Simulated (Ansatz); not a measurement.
## One run on CoPd (R-3m): collinear moments

Theory: DFT, LDA, PAW with Ansatz's default frozen-core files, scalar-relativistic in Ansatz 0.2.0.

Command: `ansatz run input.yaml --threads 2 --pin off --max-ram 3072MiB --backend cpu --events-out ev --progress --plain --runs-dir out`

```yaml
crystal:
  lattice:
    - [1.3459330638, 0.7770748167, 4.2939193827]
    - [-1.3459330638, 0.7770748167, 4.2939193827]
    - [0.0, -1.5541496334, 4.2939193827]
  atoms:
    - { symbol: Co, position: [0.0, 0.0, 0.0], spin: 2.0 }
    - { symbol: Pd, position: [0.5, 0.5, 0.5] }
magnetization:
  spin_polarized: true
kpoints:
  mp_grid: { grid: [12, 12, 12] }
scf:
  occupations: { method: fermi_dirac, width: 0.1 }
  lower_state_search: "off"
hamiltonian:
  xc: lda
  pseudopotentials: { kind: paw }
output:
  forces: true
  stress: true
  eigenvalues: true
```

Log:

```
basis.fft_grid_basis auto: the FFT boxes are laid along the combinations [[1, 0, -1], [0, 1, -1], [0, 0, 1]] of the cell's own vectors, 2.692, 2.692 and 4.567 Å long. The dense box has 18×18×32 points. Along the cell's own vectors, as sized, it would have 32×32×32, 3.16 times as many. Of the 12 symmetry operations that the crystal satisfies within crystal.symmetry.tolerance (time reversal apart; o …
Engine: ansatz 0.2.0
Pseudopotentials: kind: paw
Pseudopotential: Co, paw, valence charge 17, recommended cutoff 420 eV (normal), Co.paw.azcp
Pseudopotential: Pd, paw, valence charge 18, recommended cutoff 420 eV (normal), Pd.paw.azcp
Functional definition: SPW92
  exchange = slater_x
  correlation = pw_c
Crystal: 2 atoms, lattice volume = 26.946 Å³
Basis set: ecut = 420 eV, 537 PW (Γ), FFT grids on a1−a3, a2−a3, a3
Bands: 23, of which v1, the nominal top of the filled ones, is band 18 counted from 1 (17 counted from 0)
Symmetry: 12 space group operations
Space group: R-3m (ITA 166), of the structure as read, at distance tolerance 3.0e-5 Å
Magnetic group: BNS 166.97 (UNI 1327), of the structure as read, at distance tolerance 3.0e-5 Å
k-points: 189 of 1728
Non-local potential: Co, projectors of the file, l = 0: 3, l = 1: 2, l = 2: 3, l = 3: 1
Non-local potential: Pd, projectors of the file, l = 0: 2, l = 1: 2, l = 2: 2, l = 3: 1
PAW form: soft (Blöchl's): semilocal exchange-correlation on the pseudo side does not see the compensation charge
PAW frozen core: Co, regenerated for the run's functional, and the local potential with it (the file was generated under x = pbe(κ = 0.804, μ = 0.2195149727645171), c = pbe(β = 0.06672455060314922))
PAW frozen core: Pd, regenerated for the run's functional, and the local potential with it (the file was generated under x = pbe(κ = 0.804, μ = 0.2195149727645171), c = pbe(β = 0.06672455060314922))
PAW one-centre angular grid: Co, 590 points (default); XC on 64 Gauss nodes
PAW one-centre angular grid: Pd, 590 points (default); XC on 64 Gauss nodes
Initial density: superposition of atomic densities (chi_scale 0.1, normalization cell)
Starting moments: Σ|m| = 2 μB on 1 of 2 sites
Initial wavefunctions: pseudopotential atomic-orbital guess
Functional: x = slater, c = lda
SCF iter   1: F=—  HF=-11917.242142 eV  |F-HF|=—  |Δ(HF+E_count)|=         —  Δρ=4.06e-1 (↑1.92e-1 ↓4.06e-1)  dr2=1.24e2  dr2_m=5.38e0  M=0.287 μB ∫|m|=0.334 μB  β_m=0.30  ethr=3.10e-3  ⟨swp⟩=5.3  Hψ=33632  notcnv=0
preconditioner: auto → none  [metal: Δε(μ)=0.003 eV  Ē_g=10.056 eV  σ=0.100 eV  W_gap=0.01  n_scr=8 (ndim 8)  ℏωp=31.2 eV  f_vac=0.000  D(μ)=2.40/eV (n_scr^D=28)  sad-step TF]
SCF iter   2: F=—  HF=-11910.057408 eV  |F-HF|=—  |Δ(HF+E_count)|=    7.18e0  Δρ=2.41e-1 (↑1.83e-1 ↓2.41e-1)  dr2=2.86e1  dr2_m=3.02e-1  M=1.808 μB ∫|m|=1.839 μB  β_m=1.00  ethr=3.10e-3  ⟨swp⟩=3.2  Hψ=22398  notcnv=0  defer=11
[...]
SCF iter  13: F=—  HF=-11906.998033 eV  |F-HF|=—  |Δ(HF+E_count)|=   1.25e-6  Δρ=1.42e-4 (↑5.53e-5 ↓1.42e-4)  dr2=9.20e-6  dr2_m=7.07e-7  M=2.137 μB ∫|m|=2.283 μB  β_m=0.57  ethr=6.62e-8  ⟨swp⟩=1.0  Hψ=8660  notcnv=0  defer=34
SCF iter  14: F=—  HF=-11906.998033 eV  |F-HF|=—  |Δ(HF+E_count)|=   4.49e-7  Δρ=1.96e-5 (↑1.08e-5 ↓1.96e-5)  dr2=1.83e-7  dr2_m=1.34e-8  M=2.137 μB ∫|m|=2.284 μB  β_m=0.64  ethr=2.63e-8  ⟨swp⟩=1.0  Hψ=8660  notcnv=0  defer=34
SCF iter  15: F=-11906.998033 eV  HF=-11906.998033 eV  |F-HF|=2.15e-10  |Δ(HF+E_count)|=   4.33e-9  Δρ=2.02e-6 (↑1.17e-6 ↓2.02e-6)  dr2=8.26e-10  dr2_m=3.83e-10  M=2.137 μB ∫|m|=2.284 μB  ethr=2.86e-10  ⟨swp⟩=3.5  Hψ=23734  notcnv=0
SCF 1 converged in 15 iterations: F = -11906.998033 eV  dr2 = 8.26e-10
  greatest PAW one-centre occupation: 1.003 electrons in one spin orbital (limit 2), on the Co atom at site 0 (counted from 0), in its partial waves of l = 1
SCF converged after 15 iterations
Magnetization: 2.1373 μB (18.5686 up, 16.4314 down)
Absolute magnetization: 2.2836 μB (∫|ρ↑−ρ↓|, with the PAW one-centre terms)
Spin contamination: 0.0577 ħ² per cell (⟨S²⟩ above its minimum at these occupations)
Per-site moments (μB) at R_I (Å): [(1.9118649598789925, 1.0933053176178817), (0.2912847347576302, 1.0933053176178817)]
Free energy (F): -11906.998033 eV
Harris-Foulkes:  -11906.998033 eV  (|F-HF|=2.15e-10)
Internal energy: -11906.912468 eV  (E = F + TS)
E sigma→0 (E₀):  -11906.955250 eV
Entropy (-TS):   -0.085565 eV (-42.782 meV/atom)
Fermi energy:    18.110235 eV
--- Per-component energies (eV) ---
  E_band       = -423.956267
  E_kinetic    = 962.854048
  E_local      = -4767.506788  (includes V_loc(G=0)·N_el)
  E_nonlocal   = 684.262812
  E_hartree    = 1965.695840
  E_xc         = -323.691750
  E_vxc        = -413.836809  (∫ρ·V_xc dr)
  E_paw        = -5075.486452  (= ΣΔE_a)
  E_vpaw       = -821.120038  (= ΣTr[D̂ρ^β])
  E_aug_tail   = 0.000220  (compensation charges beyond the density's cutoff)
  E_ewald      = -5354.139383
  E_core_change = 1.098984  (= ΣΔE_core)
  E_smearing   = -0.085565  (= −TS)
  E_closure    = -0.000000  (closes the sum)
  Σ components = -11906.998033   (vs F -11906.998033, Δ=0.00e0)
--- Forces (eV/Å), atoms counted from 1 ---
  atom   1  Co    -0.00000000     0.00000000     0.00000000
  atom   2  Pd     0.00000000     0.00000000     0.00000000
  max |Σ_I F_I| component: 2.36e-28 eV/Å
--- Stress (GPa, compression-positive) ---
      -16.157145       0.000000       0.000000
        0.000000     -16.157145      -0.000000
        0.000000      -0.000000     -15.513187
  P = ⅓ Tr σ = -15.9425 GPa (-159.425 kbar)
--- Band table (eV; the first three rows and the last of 378) ---
  k-point 0 ↑: bands = ["-77.1735", "-66.4729", "-40.9095", "-40.7379", "-40.7379", "-32.3044", "-32.0078", "-32.0078", "9.9945", "12.5135", "14.7130", "14.7130", "15.3310", "15.3310", "15.3697", "16.4271", "16.4271", "17.3750", "17.3750", "18.3848", "24.3691", "35.0960", "37.1359"]
  k-point 1 ↑: bands = ["-77.1726", "-66.4696", "-40.9085", "-40.7449", "-40.7396", "-32.3011", "-32.0350", "-32.0144", "10.2222", "12.6749", "14.6092", "14.8502", "15.2143", "15.3875", "15.4224", "16.3574", "16.4540", "16.6148", "17.3242", "19.3570", "24.4452", "35.0575", "36.5123"]
  k-point 2 ↑: bands = ["-77.1703", "-66.4606", "-40.9057", "-40.7640", "-40.7444", "-32.2920", "-32.1089", "-32.0324", "10.8693", "13.0886", "14.3820", "14.8484", "15.2004", "15.5408", "15.5650", "15.8392", "16.2225", "16.5515", "17.1872", "20.7511", "24.7587", "32.8149", "35.8082"]
  k-point 188 ↓: bands = ["-74.9839", "-66.2329", "-38.7532", "-38.6254", "-38.6254", "-32.0316", "-31.7842", "-31.7842", "11.8475", "12.3464", "14.7160", "15.1230", "15.1230", "16.7939", "16.7939", "16.8902", "17.4832", "17.4832", "18.3060", "18.3060", "31.6062", "33.5453", "35.7888"]
```

Site moments (μB): Co1 1.91, Pd2 0.29. Cell moment 2.14 μB.

The magnetic group in the log treats spin as a scalar label, without spin–orbit coupling.

The PAW files were made with PBE; the program remakes their cores once for the run's functional and then keeps them frozen. The Ansatz runs typed with the search for lower states off end where their start leads. None of this fixes the real material's magnetic order: only patterns that fit the cell were computed, at zero temperature, with a functional that can overstate moments.

It took 17 s on 2 threads of Arm Neoverse N1, with other jobs on the host, peak memory 0.43 GiB.
